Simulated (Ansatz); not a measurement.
## Two states of SrVO$_{3}$

```
CELL_PARAMETERS angstrom
3.85975 3.85975 0.00000
3.85975 -3.85975 0.00000
0.00000 0.00000 3.85975
ATOMIC_POSITIONS crystal
Sr 0.00000 0.50000 0.50000
Sr 0.50000 0.00000 0.50000
V 0.00000 0.00000 0.00000
V 0.50000 0.50000 0.00000
O 0.25000 0.25000 0.00000
O 0.75000 0.75000 0.00000
O 0.25000 0.75000 0.00000
O 0.75000 0.25000 0.00000
O 0.00000 0.00000 0.50000
O 0.50000 0.50000 0.50000
```

Method: PBE, with U = 6.08 eV and J = 0.93 eV on V d (all-electron-ortho-atomic projectors); PAW, plane waves to 420 eV, 4×4×6 Γ-centred mesh, fermi-dirac occupations (width 0.1 eV) (Ansatz 0.2.0), atoms fixed.

State A: V3 up, V4 up (collinear spin). State B: V3 up, V4 down (collinear spin).

Question: Compare the two self-consistent states.

Answer: State A is lower by 1.6 meV an atom at zero smearing.

| state | free energy (meV/atom) | largest moment in a small sphere (μB) | net moment (μB/cell) | gap on mesh (eV) | pressure (GPa) | largest force (eV/Å) |
| --- | --- | --- | --- | --- | --- | --- |
| A | 0.0 | 0.82 | 2.00 | 0.48 | 5.8 | 0.59 |
| B | 1.7 | 0.77 | 0.00 | 1.09 | 5.7 | 0.66 |

Origin: a database entry at a rescaled volume. Caveats: the state breaks the symmetry of the cell.
